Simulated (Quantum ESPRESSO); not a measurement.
Mo4PdSn2Ag, input and log of a self-consistent run

Computed values, not a measurement. The program is pw.x of Quantum ESPRESSO 7.5 (plane-wave density functional theory). The cell is made up: eight metal atoms on a hexagonal close-packed lattice, with elements, volume, strain and displacements drawn at random and not relaxed, so it may be unstable or far from any real phase. PseudoDojo standard norm-conserving files set the functional (PBE unless stated); there is no spin polarisation or spin-orbit coupling, the Fermi-Dirac width of 0.25 eV means electrons at about 2900 K, and the masses in the input are unused placeholders. The tin pseudopotential is less sure than most, with forces differing by about three percent from a second method on plain tin. A spin test at this wide smearing found no moment, but such smearing suppresses magnetism that the real alloy may have.

Input:

```
&control calculation='scf', pseudo_dir='./dojo.nc.sr.pbe.v0_5.standard.upf', outdir='./o', disk_io='minimal', tprnfor=.true., tstress=.true. /
&system ibrav=0, nat=8, ntyp=4, nbnd=75, ecutwfc=82.02448710, nosym=.true., tot_charge=0,
 occupations='smearing', smearing='fd', degauss=0.0183746611
/
&electrons conv_thr=1.470e-08, electron_maxstep=70, mixing_beta=0.5 /
ATOMIC_SPECIES
Ag 1.0 Ag.upf
Mo 1.0 Mo.upf
Pd 1.0 Pd.upf
Sn 1.0 Sn.upf
CELL_PARAMETERS angstrom
-0.0222 5.0246 -0.0375
2.8751 -0.0481 4.7865
2.8297 0.0224 -4.7586
ATOMIC_POSITIONS angstrom
Mo 0.1032 0.0035 0.0484
Pd 2.7621 -0.0276 -0.0195
Sn 2.8248 1.7389 -2.5083
Mo 2.9388 1.691 2.3839
Sn 1.6199 2.5675 0.0947
Mo 4.339 2.4343 0.0138
Mo 1.4197 4.1318 -2.3466
Ag 1.4065 4.2107 2.4495
K_POINTS automatic
5 5 5 1 1 1
```

The log is shortened where brackets say so; the opening notice, blank lines, dates and the lines on written files are dropped, and the path of the files is cut. It prints rydbergs, bohrs and kilobars, and counts compression as positive stress. Its total energy is the free energy E - TS of the whole cell.

```
     Program PWSCF v.7.5
     Parallel version (MPI & OpenMP), running on       4 processor cores
     Number of MPI processes:                 4
     Threads/MPI process:                     1
     [start-up lines left out]
     bravais-lattice index     =            0
     lattice parameter (alat)  =       9.4955  a.u.
     unit-cell volume          =     923.0951 (a.u.)^3
     number of atoms/cell      =            8
     number of atomic types    =            4
     number of electrons       =       121.00
     number of Kohn-Sham states=           75
     kinetic-energy cutoff     =      82.0245  Ry
     charge density cutoff     =     328.0979  Ry
     scf convergence threshold =      1.5E-08
     mixing beta               =       0.5000
     number of iterations used =            8  plain     mixing
     Exchange-correlation= PBE
                           (   1   4   3   4   0   0   0)
     [axes and pseudopotential details left out]
   Cartesian axes
     site n.     atom                  positions (alat units)
         1        Mo     tau(   1) = (   0.0205382   0.0006965   0.0096322  )
         2        Pd     tau(   2) = (   0.5496947  -0.0054928  -0.0038808  )
         3        Sn     tau(   3) = (   0.5621729   0.3460643  -0.4991851  )
         4        Mo     tau(   4) = (   0.5848604   0.3365315   0.4744279  )
         5        Sn     tau(   5) = (   0.3223817   0.5109667   0.0188466  )
         6        Mo     tau(   6) = (   0.8635189   0.4844582   0.0027464  )
         7        Mo     tau(   7) = (   0.2825392   0.8222833  -0.4670047  )
         8        Ag     tau(   8) = (   0.2799123   0.8379854   0.4874832  )
     number of k points=    63  Fermi-Dirac smearing, width (Ry)=  0.0184
                       cart. coord. in units 2pi/alat
        k(    1) = (   0.1766145   0.1007834  -0.0000957), wk =   0.0320000
        k(    2) = (   0.3532935   0.1007719  -0.1062213), wk =   0.0320000
     [further k points left out]
     Dense  grid:    92679 G-vectors     FFT dimensions: (  60,  64,  64)
     Estimated max dynamical RAM per process >     374.65 MB
     Estimated total dynamical RAM >       1.40 GB
     Initial potential from superposition of free atoms
     starting charge     120.9906, renormalised to     121.0000
     Starting wfcs are   77 randomized atomic wfcs
     total cpu time spent up to now is        7.8 secs
     per-process dynamical memory:   301.2 Mb
     Self-consistent Calculation
     iteration #  1     ecut=    82.02 Ry     beta= 0.50
     Davidson diagonalization with overlap
     ethr =  1.00E-02,  avg # of iterations =  5.0
     total cpu time spent up to now is       27.0 secs
     total energy              =   -1455.01783855 Ry
     estimated scf accuracy    <       5.48142736 Ry
     iteration #  2     ecut=    82.02 Ry     beta= 0.50
     Davidson diagonalization with overlap
     ethr =  4.53E-03,  avg # of iterations =  3.0
     total cpu time spent up to now is       45.9 secs
     total energy              =   -1457.24230148 Ry
     estimated scf accuracy    <      14.60668811 Ry
     iteration #  3     ecut=    82.02 Ry     beta= 0.50
     Davidson diagonalization with overlap
     ethr =  4.53E-03,  avg # of iterations =  2.0
     total cpu time spent up to now is       62.6 secs
     total energy              =   -1458.08464236 Ry
     estimated scf accuracy    <       4.05152715 Ry
     iteration #  4     ecut=    82.02 Ry     beta= 0.50
     Davidson diagonalization with overlap
     ethr =  3.35E-03,  avg # of iterations =  1.0
     total cpu time spent up to now is       76.7 secs
     total energy              =   -1458.17556816 Ry
     estimated scf accuracy    <       1.75072231 Ry
     iteration #  5     ecut=    82.02 Ry     beta= 0.50
     Davidson diagonalization with overlap
     ethr =  1.45E-03,  avg # of iterations =  1.9
     total cpu time spent up to now is       91.7 secs
     total energy              =   -1458.23797443 Ry
     estimated scf accuracy    <       0.26583555 Ry
     [iterations 6 to 13 left out]
     iteration # 14     ecut=    82.02 Ry     beta= 0.50
     Davidson diagonalization with overlap
     ethr =  7.03E-10,  avg # of iterations =  2.7
     total cpu time spent up to now is      237.3 secs
     total energy              =   -1458.28203591 Ry
     estimated scf accuracy    <       0.00000701 Ry
     iteration # 15     ecut=    82.02 Ry     beta= 0.50
     Davidson diagonalization with overlap
     ethr =  7.03E-10,  avg # of iterations =  2.0
     total cpu time spent up to now is      253.4 secs
     total energy              =   -1458.28203641 Ry
     estimated scf accuracy    <       0.00000012 Ry
     iteration # 16     ecut=    82.02 Ry     beta= 0.50
     Davidson diagonalization with overlap
     ethr =  9.65E-11,  avg # of iterations =  2.0
     total cpu time spent up to now is      268.7 secs
     total energy              =   -1458.28203642 Ry
     estimated scf accuracy    <       0.00000005 Ry
     iteration # 17     ecut=    82.02 Ry     beta= 0.50
     Davidson diagonalization with overlap
     ethr =  4.17E-11,  avg # of iterations =  1.9
     total cpu time spent up to now is      283.9 secs
     total energy              =   -1458.28203642 Ry
     estimated scf accuracy    <       0.00000003 Ry
     iteration # 18     ecut=    82.02 Ry     beta= 0.50
     Davidson diagonalization with overlap
     ethr =  2.68E-11,  avg # of iterations =  1.0
     total cpu time spent up to now is      297.8 secs
     End of self-consistent calculation
     [lines on levels left out]
!    total energy              =   -1458.28203642 Ry
     estimated scf accuracy    <          2.5E-09 Ry
     smearing contrib. (-TS)   =      -0.11309428 Ry
     internal energy E=F+TS    =   -1458.16894214 Ry
     The total energy is F=E-TS. E is the sum of the following terms:
     one-electron contribution =    -376.64617177 Ry
     hartree contribution      =     268.95433309 Ry
     xc contribution           =    -259.61193206 Ry
     ewald contribution        =   -1090.86517140 Ry
     convergence has been achieved in  18 iterations
     Forces acting on atoms (cartesian axes, Ry/au):
     atom    1 type  2   force =    -0.06604152   -0.01021167   -0.02805047
     atom    2 type  3   force =     0.05927565    0.00627586    0.02872920
     atom    3 type  4   force =     0.02332906   -0.04889867    0.05457522
     atom    4 type  2   force =     0.00649325   -0.00711665    0.02583068
     atom    5 type  4   force =    -0.03741274   -0.00132187   -0.04282501
     atom    6 type  2   force =     0.04750365    0.01227760   -0.03381149
     atom    7 type  2   force =    -0.06064804    0.03589542   -0.02384403
     atom    8 type  1   force =     0.02750069    0.01309997    0.01939589
     Total force =     0.173003     Total SCF correction =     0.000140
     Computing stress (Cartesian axis) and pressure
          total   stress  (Ry/bohr**3)                   (kbar)     P=       45.69
   0.00048423  -0.00007221  -0.00007818           71.23      -10.62      -11.50
  -0.00007221   0.00003513   0.00000553          -10.62        5.17        0.81
  -0.00007818   0.00000553   0.00041249          -11.50        0.81       60.68
     init_run     :      7.27s CPU      7.58s WALL (       1 calls)
     electrons    :    283.68s CPU    290.03s WALL (       1 calls)
     forces       :      2.44s CPU      2.44s WALL (       1 calls)
     stress       :      8.44s CPU      8.45s WALL (       1 calls)
     [timing details left out]
     PWSCF        :   5m 2.07s CPU   5m 8.75s WALL
     JOB DONE.
```

In other units: free energy -19840.938 eV for the cell, pressure 4.57 GPa, largest force component 1.698 eV/Å in size. The run took 310 s of wall time with four MPI processes on a shared machine (Intel Xeon, 2023 or later, virtual cores), so the time is rough. A rerun of this cell at a higher cutoff and on a denser mesh moved values by no more than 0.003 eV in energy, 0.03 GPa in stress and 0.006 eV/Å in force, and a second program with other atomic files agreed on that cell to 2 % rms in force and 0.5 GPa in pressure.